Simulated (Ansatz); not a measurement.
Starting cell, TiTe2 (CdI2 type):

```
CELL_PARAMETERS angstrom
      3.78396     0.00000     0.00000
     -1.89198     3.27701     0.00000
      0.00000     0.00000     6.60161
ATOMIC_POSITIONS crystal
  Ti 0.00000 0.00000 0.00000
  Te 0.33333 0.66667 0.25685
  Te 0.66667 0.33333 0.74315
```

Scan: atom 1 (Ti, nearest neighbour Te at 2.765 Å; its periodic images, 3.8 Å or more away, move with it) is displaced along Cartesian z, direction (0.000, 0.000, 1.000) in Cartesian axes, by s. The other atoms stay.

Level of theory: r2SCAN+rVV10 (plane waves to 500 eV, PAW, scalar-relativistic; Ansatz, a quantum-chemistry and plane-wave program). k mesh 11×11×6 (Γ-centred), Fermi-Dirac smearing 0.05 eV. The energy includes the smearing's −TS. Compression counts positive. With partly filled bands, energies and forces of such displacements shift with the k mesh and the smearing. Spin-orbit coupling is left out, though Te is heavy. TiTe2 is run without spin polarisation. TiTe2 was relaxed with its symmetry unable to fall. ΔE is measured from the undisplaced structure.

```csv
s (Å),ΔE (meV/cell),P (GPa)
-0.830,3595,(withheld)
-0.664,2400,9.7
-0.498,1383,5.6
-0.332,(withheld),2.5
-0.166,(withheld),0.6
0.000,0,0.0
0.166,(withheld),0.6
0.332,(withheld),2.5
0.498,1383,5.6
0.664,2400,9.7
0.830,3595,(withheld)
```

Q: Some entries are withheld; supply them.

A: 
- -0.830, P (GPa): 14.5
- -0.332, ΔE (meV/cell): 615
- -0.166, ΔE (meV/cell): 151
- 0.166, ΔE (meV/cell): 151
- 0.332, ΔE (meV/cell): 615
- 0.830, P (GPa): 14.5

(For displaced atoms, the force is minus the slope of the energy, and its curvature is a force constant, which sets phonon frequencies.)
